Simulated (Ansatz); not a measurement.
LuPO4 in space group I4_1/amd (No. 141; Lu on 4a, P on 4b, O on 16h), the program Ansatz at the r²SCAN level (PAW). The conduction-band minimum lies at Γ, with 1 equivalent valley. Second derivatives d²E/dk² of the lowest band at one valley (eV·Å²), along Cartesian directions:

```json
[
 {"direction": "[100]", "d²E/dk²": "16.74"},
 {"direction": "[010]", "d²E/dk²": "16.74"},
 {"direction": "[001]", "d²E/dk²": "15.53"},
 {"direction": "[110]", "d²E/dk²": "16.74"},
 {"direction": "[101]", "d²E/dk²": "16.14"},
 {"direction": "[011]", "d²E/dk²": "16.14"}
]
```

**Question.** Find the principal effective masses, the density-of-states mass and the conductivity mass.

**Answer.** Off-diagonal terms follow from H_xy = H[110] − (H_xx + H_yy)/2, and m*/mₑ = 7.620 eV·Å² over each eigenvalue: 0.46, 0.46, 0.49. One valley's DOS mass (m₁m₂m₃)^(1/3) = 0.47, conductivity mass 3/(Σ 1/mᵢ) = 0.47 mₑ.

**Question.** What effective density of states Nc follows at 300 K for parabolic valleys?

**Answer.** Nc = 2.509e19 × 1 × (0.47)^(3/2) ≈ 8.1e18 cm⁻³.

The workflow started from an entry of the Crystallography Open Database (COD, 298 K). Its standing as an ambient phase is unchecked. The cell was relaxed with r²SCAN under the symmetry of its start; whether a distortion lowers the energy is not shown. Scalar-relativistic: spin–orbit coupling is off unless named, which matters more the heavier the elements.

Potentials: the later of the program's two PAW sets.

Edges and masses are those of Kohn–Sham bands, whose gap is no quasiparticle gap.
